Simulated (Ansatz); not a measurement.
Input:

AsSe:
```xyz
32
Lattice="6.4956 0.0000 0.0000 0.0000 13.4225 0.0000 -3.7797 0.0000 8.7108" Properties=species:S:1:pos:R:3 pbc="T T T"
As     1.8664     0.2916     0.8746
As     0.8494    13.1309     7.8362
As     2.7393     7.0029     3.4808
As    -0.0235     6.4196     5.2299
As     2.0303    11.5766     3.8280
As     0.6855     1.8459     4.8828
As     2.5754     4.8654     0.5274
As     0.1404     8.5571     8.1834
As    -0.3271    11.6186     2.8835
As     3.0429     1.8039     5.8272
As     4.9327     4.9074     1.4718
As    -2.2169     8.5152     7.2389
As     2.0896    11.2412     0.2351
As     0.6262     2.1813     8.4756
As     2.5160     4.5300     4.1202
As     0.1998     8.8925     4.5905
Se     2.9404     0.2304     3.0509
Se    -0.2246    13.1921     5.6599
Se     1.6653     6.9417     1.3045
Se     1.0505     6.4808     7.4062
Se    -0.3383     0.3568     1.8229
Se     3.0542    13.0657     6.8879
Se     4.9440     7.0681     2.5325
Se    -2.2282     6.3544     6.1783
Se     3.1597    10.2831     2.1410
Se    -0.4438     3.1395     6.5698
Se     1.4460     3.5718     2.2144
Se     1.2698     9.8507     6.4963
Se    -0.0680    10.4042     0.8291
Se     2.7838     3.0183     7.8816
Se     4.6737     3.6929     3.5262
Se    -1.9579     9.7296     5.1845
```

This is the LDA-relaxed structure. x, y and z are the axes in which the lattice vectors are written.

Q: All from LDA in the plane-wave PAW code Ansatz, unless another level is named. Predict the hole effective mass.

A: 0.37, 0.67, 1.3 mₑ (principal values).

Q: What about the conduction-band minimum?

A: off the standard path, at k = (-0.484, 0.000, -0.120).

Q: Next, the valence-band maximum?

A: off the standard path, at k = (-0.073, 0.000, 0.010).

Space group P2_1/c. The workflow started from a Materials Project entry (that database holds measured and hypothetical structures alike); the Crystallography Open Database files this formula in space group No. 14, but the cells were not matched. Whether it is the stable phase at ambient conditions was not checked. The LDA relaxation kept the symmetry of its start; whether a distortion lowers the energy is not shown. A crystal of weakly bound molecules computed without a dispersion correction: the cell and the soft elastic constants depend strongly on that. Scalar-relativistic: spin–orbit coupling is off unless named, which matters more the heavier the elements.

Potentials: the later of the program's two PAW sets.

Edges and masses are those of Kohn–Sham bands, whose gap is no quasiparticle gap.
